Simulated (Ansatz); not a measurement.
NaCl (rock salt, Fm-3m), r²SCAN in the plane-wave PAW code Ansatz, all energies at zero smearing, with the estimated change up to a 700 eV cutoff added, with one set of potentials and settings (totals compare only within such a set). Cell of 2 atoms (1 Na, 1 Cl): -2576.332 eV.

```tsv
element	reference phase	E (eV/atom)
Na	C2/m, 3 atoms in the cell	-1488.6175
Cl	Cmce, 4 atoms in the cell	-1083.6237
```

Formation energy per atom, worked out: (-2576.332 − 1×(-1488.6175) − 1×(-1083.6237))/2 = -2.045 eV/atom (-197 kJ per mol of atoms), at 0 K, without zero-point energy or fitted corrections.

The r²SCAN relaxation kept the symmetry of its start; of distortions, only those at the zone centre were tested. The references are the lowest solids computed at this level, not always the standard phases (solids in place of the gases).

Potentials: the earlier of the program's two PAW sets.
